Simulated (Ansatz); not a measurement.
In$_{2}$SeS in space group P3m1 (No. 156; In on 1a, In on 1b, Se on 1b, S on 1a), PBEsol (plane waves, PAW; program Ansatz). The conduction-band minimum lies at A, with 1 equivalent valley. Second derivatives d²E/dk² of the lowest band at one valley (eV·Å²), along Cartesian directions:

| direction | d²E/dk² |
|---|---|
| [100] | 43.90 |
| [010] | 43.90 |
| [001] | 38.07 |
| [110] | 43.90 |
| [101] | 41.03 |
| [011] | 41.03 |

Problem. Find the principal effective masses, the density-of-states mass and the conductivity mass.

Solution. Off-diagonal terms follow from H_xy = H[110] − (H_xx + H_yy)/2, and m*/mₑ = 7.620 eV·Å² over each eigenvalue: 0.17, 0.17, 0.20. One valley's DOS mass (m₁m₂m₃)^(1/3) = 0.18, conductivity mass 3/(Σ 1/mᵢ) = 0.18 mₑ.

Problem. What effective density of states Nc follows at 300 K for parabolic valleys?

Solution. Nc = 2.509e19 × 1 × (0.18)^(3/2) ≈ 1.9e18 cm⁻³.

The start of the workflow was typed in or built on a structure type; neither database checked (COD, Materials Project) lists it. Its standing as an ambient phase is unchecked. Symmetry was held in the PBEsol relaxation. At this level the phase is mechanically unstable. Scalar-relativistic: spin–orbit coupling is off unless named, which matters more the heavier the elements.

Potentials: the earlier of the program's two PAW sets. The files were generated under PBE; for other functionals the program regenerates the frozen cores, and for LDA and PBEsol the local potential too.

Edges and masses are those of Kohn–Sham bands, whose gap is no quasiparticle gap.
